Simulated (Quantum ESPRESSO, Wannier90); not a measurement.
Tight-binding from DFT: InTe (rock salt)

```xyz
2
Lattice="0.0000 3.1198 3.1198 3.1198 0.0000 3.1198 3.1198 3.1198 0.0000" Properties=species:S:1:pos:R:3 pbc="T T T"
In     0.0000     0.0000     0.0000
Te     3.1198     3.1198     3.1198
```

Cell from Materials Project (mp-2597), symmetrised, no further relaxation. COD (Crystallography Open Database) has an entry of this formula and space group (matched by these alone). Level: PBEsol, no spin polarisation, no spin-orbit coupling; pw.x of Quantum ESPRESSO at 66 Ry with PseudoDojo potentials, 8×8×8 k-points, Wannier90. Density: 8×8×8 mesh, cold smearing 0.01 Ry. Spin-orbit coupling is left out although heavy elements are present.

Band 11 is isolated and gives one Wannier function a cell (Te2 5s 74 %, In1 5p 18 %, In1 5s 5 %; spread 2.09 Å²). Its on-site energy is ε = -11.348 eV relative to the Fermi level, and its hoppings t(R) = t(−R) to the nearer images are (images within this range that aren't listed have |t| under 5 meV):

| R (lattice vectors; −R alike) | distance (Å) | t (eV) |
|---|---|---|
| 0 0 1 | 4.41 | -0.110 |
| 0 1 -1 | 4.41 | -0.110 |
| 0 1 0 | 4.41 | -0.110 |
| 1 -1 0 | 4.41 | -0.110 |
| 1 0 -1 | 4.41 | -0.110 |
| 1 0 0 | 4.41 | -0.110 |
| 1 -1 -1 | 6.24 | 0.012 |
| 1 -1 1 | 6.24 | 0.012 |
| 1 1 -1 | 6.24 | 0.012 |
| 0 1 -2 | 7.64 | 0.006 |
| 0 1 1 | 7.64 | 0.006 |
| 0 2 -1 | 7.64 | 0.006 |
| 1 -2 0 | 7.64 | 0.006 |
| 1 -2 1 | 7.64 | 0.006 |
| 1 0 -2 | 7.64 | 0.006 |
| 1 0 1 | 7.64 | 0.006 |
| 1 1 -2 | 7.64 | 0.006 |
| 1 1 0 | 7.64 | 0.006 |
| 2 -1 -1 | 7.64 | 0.006 |
| 2 -1 0 | 7.64 | 0.006 |
| 2 0 -1 | 7.64 | 0.006 |

### Question
Work out the band energy at Γ, X, U, K from these numbers.

### Answer
For one orbital E(k) = ε + Σ_R 2 t(R) cos(2π k·R), the sum over the listed R.
- Γ, k = (0.000, 0.000, 0.000): E = -11.348 + (-0.110)·(12.00) + (0.012)·(6.00) + (0.006)·(24.00) = -12.45 eV; pw.x: -12.46 eV
- X, k = (0.500, 0.000, 0.500): E = -11.348 + (-0.110)·(-4.00) + (0.012)·(6.00) + (0.006)·(-8.00) = -10.88 eV; pw.x: -10.83 eV
- U, k = (0.625, 0.250, 0.625): E = -11.348 + (-0.110)·(-3.66) + (0.012)·(2.00) + (0.006)·(4.00) = -10.90 eV; pw.x: -10.89 eV
- K, k = (0.375, 0.375, 0.750): E = -11.348 + (-0.110)·(-3.66) + (0.012)·(2.00) + (0.006)·(4.00) = -10.90 eV; pw.x: -10.89 eV

At these points the listed shells miss the plane-wave band by up to 0.05 eV, of a width of 1.62 eV on the path. With all its hoppings the model misses the band by 0.1 meV at worst on the whole path, so most of the miss comes from the hoppings not listed.
